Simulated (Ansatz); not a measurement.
Input, command and steps of an Ansatz relaxation.

```yaml
crystal:
  lattice:
    - [3.0574483753, 0.0, 0.0]
    - [-1.5287241876, 2.6478279638, 0.0]
    - [0.0, 0.0, 13.68598019]
  atoms:
    - { symbol: Ti, position: [0.33333333, 0.66666667, 0.08401311] }
    - { symbol: Ti, position: [0.66666667, 0.33333333, 0.58401311] }
    - { symbol: Ti, position: [0.66666667, 0.33333333, 0.91598689] }
    - { symbol: Ti, position: [0.33333333, 0.66666667, 0.41598689] }
    - { symbol: Al, position: [0.33333333, 0.66666667, 0.75] }
    - { symbol: Al, position: [0.66666667, 0.33333333, 0.25] }
    - { symbol: C, position: [0.0, 0.0, 0.0] }
    - { symbol: C, position: [0.0, 0.0, 0.5] }
basis:
  ecutwfc: 420
kpoints:
  mp_grid: { grid: [12, 12, 4] }
hamiltonian:
  xc: pbesol
scf:
  occupations: { method: gaussian, width: 0.1 }
output:
  forces: true
  stress: true
  eigenvalues: true
relax:
  adjacent_minimum: "off"
  f_tol: 0.01
  max_steps: 40
```

```bash
ansatz run input.yaml --threads 2 --pin off --max-ram 5120MiB --backend cpu --events-out ev --progress --plain --runs-dir out
```

Theory: DFT PBEsol, scalar-relativistic, plane waves, PAW (Ansatz 0.2.0).

Of 4 frames 3 are shown, positions in Å and forces in eV/Å; the SCF threshold varies from step to step.

```xyz
8
Lattice="3.0574 0.0000 0.0000 -1.5287 2.6478 0.0000 0.0000 0.0000 13.6860" Properties=species:S:1:pos:R:3:forces:R:3 pbc="T T T" step=1 free_energy_over_end_meV_per_atom=1.55
Ti    0.0000    1.7652    1.1498    0.0000    0.0000   -0.3761
Ti    1.5287    0.8826    7.9928    0.0000    0.0000   -0.3761
Ti    1.5287    0.8826   12.5362    0.0000    0.0000    0.3761
Ti    0.0000    1.7652    5.6932    0.0000    0.0000    0.3761
Al    0.0000    1.7652   10.2645    0.0000    0.0000    0.0000
Al    1.5287    0.8826    3.4215    0.0000    0.0000    0.0000
C     0.0000    0.0000    0.0000    0.0000    0.0000    0.0000
C     0.0000    0.0000    6.8430    0.0000    0.0000    0.0000
8
Lattice="3.0574 0.0000 0.0000 -1.5287 2.6478 0.0000 0.0000 0.0000 13.6860" Properties=species:S:1:pos:R:3:forces:R:3 pbc="T T T" step=2 free_energy_over_end_meV_per_atom=0.05
Ti    0.0000    1.7652    1.1305    0.0000    0.0000    0.0703
Ti    1.5287    0.8826    7.9735    0.0000    0.0000    0.0703
Ti    1.5287    0.8826   12.5555    0.0000    0.0000   -0.0703
Ti    0.0000    1.7652    5.7125    0.0000    0.0000   -0.0703
Al    0.0000    1.7652   10.2645    0.0000    0.0000    0.0000
Al    1.5287    0.8826    3.4215    0.0000    0.0000    0.0000
C     0.0000    0.0000    0.0000    0.0000    0.0000    0.0000
C     0.0000    0.0000    6.8430    0.0000    0.0000    0.0000
8
Lattice="3.0574 0.0000 0.0000 -1.5287 2.6478 0.0000 0.0000 0.0000 13.6860" Properties=species:S:1:pos:R:3:forces:R:3 pbc="T T T" step=4 free_energy_over_end_meV_per_atom=0.00
Ti    0.0000    1.7652    1.1335    0.0000    0.0000   -0.0003
Ti    1.5287    0.8826    7.9764    0.0000    0.0000   -0.0003
Ti    1.5287    0.8826   12.5525    0.0000    0.0000    0.0003
Ti    0.0000    1.7652    5.7095    0.0000    0.0000    0.0003
Al    0.0000    1.7652   10.2645    0.0000    0.0000    0.0000
Al    1.5287    0.8826    3.4215    0.0000    0.0000    0.0000
C     0.0000    0.0000    0.0000    0.0000    0.0000    0.0000
C     0.0000    0.0000    6.8430    0.0000    0.0000    0.0000
```

Time: 28 s on 2 threads of Arm Neoverse V2 (shared host), peak memory 0.52 GiB.